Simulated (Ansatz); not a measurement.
## Computed properties of GaPt

GaPt:
```cif
data_Ga4Pt4
_chemical_formula_sum 'Ga4 Pt4'
_space_group_name_H-M_alt 'P213'
_space_group_IT_number 198
_space_group_name_Hall 'P 2ac 2ab 3'
_cell_length_a 4.90249
_cell_length_b 4.90249
_cell_length_c 4.90249
_cell_angle_alpha 90.000
_cell_angle_beta 90.000
_cell_angle_gamma 90.000
loop_
_atom_site_label
_atom_site_type_symbol
_atom_site_symmetry_multiplicity
_atom_site_Wyckoff_symbol
_atom_site_fract_x
_atom_site_fract_y
_atom_site_fract_z
_atom_site_occupancy
Ga1 Ga 4 a 0.09320 0.09320 0.09320 1
Pt1 Pt 4 a 0.39805 0.39805 0.39805 1
```

Space group P2_13 (No. 198); conventional cell a = b = c = 4.902 Å, α = β = γ = 90.00°.

Method: plane-wave PAW PBEsol (Ansatz code). Geometry: relaxed at this level of theory. Other levels are named where they apply.

**Cell and energy**

```yaml
volume_per_atom: 14.73 Å³
density: 14.93 g/cm³
Formation energy from the elements (no fitted shifts): -0.67 eV/atom
```

**Electronic structure**

```yaml
electronic_character: metallic (no gap)
Density of states at the Fermi level: 0.20 states/eV per atom (mean over ±0.08 eV)
Gap with spin–orbit coupling: none (metallic)
```

**Mechanics**

```yaml
Elastic constants (relaxed ions, GPa): C11 = 279, C12 = 151, C44 = 61.6
mechanical_stability: stable (all eigenvalues of C positive)
hill_bulk_and_shear_moduli: 194 and 62.5 GPa
Young's modulus: 169 GPa
Poisson's ratio: 0.35
debye_temperature_from_the_elastic_constants: 280 K
```

**Phonons**

```yaml
highest_zone_centre_frequency: 229 cm⁻¹
zone_centre_stability: no imaginary mode at Γ
```

The first step of the workflow began from a Materials Project structure, measured or hypothetical; the Crystallography Open Database copy checked does not list it. With Ga and Pt taken as one species the cell has the higher symmetry Pa-3, so it may be an ordered model of a mixed-site phase. Its standing as an ambient phase is unchecked. The cell was relaxed with PBEsol under the symmetry of its start. The run is not spin-polarised. As this level gives no gap, shear constants depend on the k-mesh and smearing (Fermi–Dirac, 0.1 eV here). As this level gives no gap, phonon frequencies hold no LO–TO term and depend on the k-mesh and smearing (Fermi–Dirac, 0.1 eV here). The references are the lowest solids computed at this level, not always the standard phases. Scalar-relativistic: spin–orbit coupling is off unless named, which matters more the heavier the elements.

Potentials: the earlier of the program's two PAW sets. The files were generated under PBE; for other functionals the program regenerates the frozen cores, and for LDA and PBEsol the local potential too.
